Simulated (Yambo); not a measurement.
Yambo input for Rb₂KScF₆ (space group Fm-3m, No. 225) (a = b = c = 6.505 Å, α = β = γ = 60.00°), on norm-conserving LDA (Quantum ESPRESSO, 84 Ry, no spin-orbit coupling) wavefunctions on a 4×4×4 mesh:

```
optics
chi
dipoles
kernel
FFTGvecs= 40 Ry
Chimod= "HARTREE"
NGsBlkXd= 3 Ry
% QpntsRXd
 1 | 1 |
%
% BndsRnXd
 2 | 154 |
%
GrFnTpXd= "R"
% EnRngeXd
 0.0 | 20.0 | eV
%
% DmRngeXd
 0.2 | 0.2 | eV
%
CGrdSpXd= 50
ETStpsXd= 161
% LongDrXd
 1.0 | 0.0 | 0.0 |
%
% XfnQP_E
 3.868 | 1.0 | 1.0 |
%
```

First lines of the file o-*.eps_q1_inv_rpa_dyson:

```
Absorption @ Q(1):   1.00000000     0.00000000     0.00000000    [q->0 direction]
#
# [ X ] Hartree size     :  137
# [GEN] GF Energies     : Slater exchange(X)+Perdew & Wang(C)+ user defined corrections @E
# [GEN] Green`s Function     : Retarded
#
# [GEN] Gauge     : Length
# [GEN] [r,Vnl] included     : yes
#
#    E[1] [eV]     Im(eps)     Re(eps)     Im(eps_o)     Re(eps_o)
#
     0.000000     0.137874E-7     1.825970     0.43958E-18     1.969407
     0.125000     0.145458E-3     1.826015     0.177622E-3     1.969462
     0.250000     0.291037E-3     1.826152     0.355414E-3     1.969629
     0.375000     0.436890E-3     1.826379     0.533546E-3     1.969906
     0.500000     0.583153E-3     1.826697     0.712190E-3     1.970295
     0.625000     0.729964E-3     1.827107     0.891519E-3     1.970796
     0.750000     0.877464E-3     1.827609     0.001072     1.971409
     0.875000     0.001026     1.828203     0.001253     1.972135
     1.000000     0.001175     1.828891     0.001435     1.972974
     1.125000     0.001326     1.829671     0.001619     1.973928
     1.250000     0.001477     1.830546     0.001805     1.974997
     1.375000     0.001630     1.831517     0.001992     1.976182
     1.500000     0.001785     1.832583     0.002181     1.977485
     1.625000     0.001942     1.833746     0.002372     1.978906
     1.750000     0.002100     1.835008     0.002566     1.980448
     1.875000     0.002260     1.836369     0.002763     1.982112
     2.000000     0.002423     1.837832     0.002962     1.983899
     2.125000     0.002588     1.839396     0.003164     1.985812
     2.250000     0.002756     1.841065     0.003370     1.987851
     2.375000     0.002927     1.842839     0.003579     1.990021
     2.500000     0.003100     1.844720     0.003792     1.992322
     2.625000     0.003277     1.846711     0.004009     1.994757
     2.750000     0.003458     1.848814     0.004231     1.997329
     2.875000     0.003642     1.851031     0.004457     2.000042
     3.000000     0.003831     1.853363     0.004689     2.002897
     3.125000     0.004023     1.855815     0.004925     2.005898
     3.250000     0.004220     1.858389     0.005168     2.009048
     3.375000     0.004422     1.861086     0.005417     2.012352
     3.500000     0.004630     1.863912     0.005672     2.015813
     3.625000     0.004843     1.866869     0.005934     2.019436
     3.750000     0.005061     1.869960     0.006204     2.023225
     3.875000     0.005286     1.873190     0.006482     2.027185
     4.000000     0.005518     1.876562     0.006769     2.031320
```
(The file goes on to the top of the energy range.) Convergence of the RPA response with its 4×4×4 mesh was not tested. The scissor comes from a G0W0 run whose convergence isn't established.

Geometry of the Materials Project entry, not relaxed at this level.

The structure is a Materials Project entry; no match was found in the copy of COD used, and its stability was not checked.
